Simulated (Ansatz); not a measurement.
Below is a relaxed structure of Zr3TiC4. The cell was found from a structure generator's guess, not taken from experiment.

These are results of DFT PBE, scalar-relativistic, plane waves, PAW in Ansatz, not measurements. Cutoff 420 eV, Γ-centred mesh, Gaussian smearing, no spin polarisation.

```xyz
8
Lattice="4.6313 0.0000 0.0000 0.0000 4.6313 0.0000 0.0000 0.0000 4.6313" Properties=species:S:1:pos:R:3 pbc="T T T"
Zr    2.3157    0.0000    2.3157
Zr    0.0000    2.3157    2.3157
Zr    2.3157    2.3157    0.0000
Ti    0.0000    0.0000    0.0000
C     2.3157    2.3157    2.3157
C     0.0000    2.3157    0.0000
C     2.3157    0.0000    0.0000
C     0.0000    0.0000    2.3157
```

Formation energies are uncorrected and refer to the elements' standard structures at the same level.

**Question.** What space group does it have?

**Answer.** Pm-3m (No. 221), with Zr and Ti ordered on rock salt sites. Conventional cell: a = 4.631 Å. Zr is surrounded by 6 C at 2.32 Å, 4 Ti at 3.27 Å and 8 Zr at 3.27 Å; Ti has 6 C at 2.32 Å and 12 Zr at 3.27 Å; C on a site of symmetry m-3m has 6 Zr at 2.32 Å; C on a site of symmetry 4/mmm is surrounded by 2 Ti at 2.32 Å and 4 Zr at 2.32 Å.

**Question.** How far does it lie from the elements in energy?

**Answer.** −0.79 eV/atom.

**Question.** Is it a metal?

**Answer.** Yes, bands cross the Fermi level on the 8×8×8 mesh.

The last run used an 8×8×8 mesh for its 8-atom cell and Gaussian smearing of 0.10 eV. The reference form of C is held partly by dispersion forces, which this level lacks. A structure relaxed within its symmetry needn't be a true minimum. Another cell of Zr3TiC4 relaxed alike, in Cmmm, lies 13 meV/atom lower, so this cell isn't the stable form at this level.
